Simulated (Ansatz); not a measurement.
CuI in space group P-3m1 (No. 164; Cu on 2d, I on 2d), DFT-r²SCAN+D4 in the program Ansatz with PAW potentials. The conduction-band minimum lies at Γ, with 1 equivalent valley. Second derivatives d²E/dk² of the lowest band at one valley (eV·Å²), along Cartesian directions:

```tsv
direction	d²E/dk²
[100]	26.33
[010]	26.33
[001]	41.10
[110]	26.33
[101]	33.73
[011]	33.73
```

Find the principal effective masses, the density-of-states mass and the conductivity mass.

Off-diagonal terms follow from H_xy = H[110] − (H_xx + H_yy)/2, and m*/mₑ = 7.620 eV·Å² over each eigenvalue: 0.19, 0.29, 0.29. One valley's DOS mass (m₁m₂m₃)^(1/3) = 0.25, conductivity mass 3/(Σ 1/mᵢ) = 0.24 mₑ.

What effective density of states Nc follows at 300 K for parabolic valleys?

Nc = 2.509e19 × 1 × (0.25)^(3/2) ≈ 3.1e18 cm⁻³.

The first step of the workflow began from a Materials Project structure, measured or hypothetical; the Crystallography Open Database copy checked does not list it. It is not the phase usual at ambient conditions (space group No. 216). The r²SCAN+D4 relaxation kept the symmetry of its start; its stability against distortions is not shown here. No spin polarisation was allowed. Spin–orbit coupling is left out wherever it is not named.

Potentials: the later of the program's two PAW sets.

Edges and masses are those of Kohn–Sham bands, whose gap is no quasiparticle gap.
